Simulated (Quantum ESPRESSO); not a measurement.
Parts of the isotropic shielding in CsI, by GIPAW with PBE in a modified build of Quantum ESPRESSO, on JTH PAW datasets, 20 Ha, k-mesh 6×6×6 shifted:

```yaml
crystal:
  lattice:
    - [4.66521, 0.00000, 0.00000]
    - [0.00000, 4.66521, 0.00000]
    - [0.00000, 0.00000, 4.66521]
  atoms:
    - { symbol: Cs, position: [0.00000, 0.00000, 0.00000] }
    - { symbol: I, position: [0.50000, 0.50000, 0.50000] }
```
The cell comes from the Materials Project (a computed structure). It is CsI in Pm-3m. Stability against distortions was not tested.

The core term is that of the free atom's frozen core; the paramagnetic column sums the reconstruction terms. Shieldings are absolute and leave out the bulk-susceptibility term; a larger σ means a smaller chemical shift. By our sweeps, such settings leave a few ppm in absolute σ on light atoms and up to some 20 ppm from Zn on. Spin–orbit coupling is left out; its weight grows with the heaviest atom, Cs here. The datasets of I hold no d projectors, which limits absolute σ on these atoms.

```json
[
 {"site": "Cs (atom 1)", "core": "5984.7", "bare (smooth current)": "72.2", "diamagnetic correction": "5.2", "paramagnetic corrections": "(withheld)", "σ_iso (ppm)": "(withheld)"},
 {"site": "I (atom 2)", "core": "5697.1", "bare (smooth current)": "58.8", "diamagnetic correction": "-7.2", "paramagnetic corrections": "(withheld)", "σ_iso (ppm)": "(withheld)"}
]
```

Question: What belongs in the gaps?

Answer: 
- Cs (atom 1), paramagnetic corrections: -678.9
- Cs (atom 1), σ_iso (ppm): 5383.2
- I (atom 2), paramagnetic corrections: -1229.4
- I (atom 2), σ_iso (ppm): 4519.3
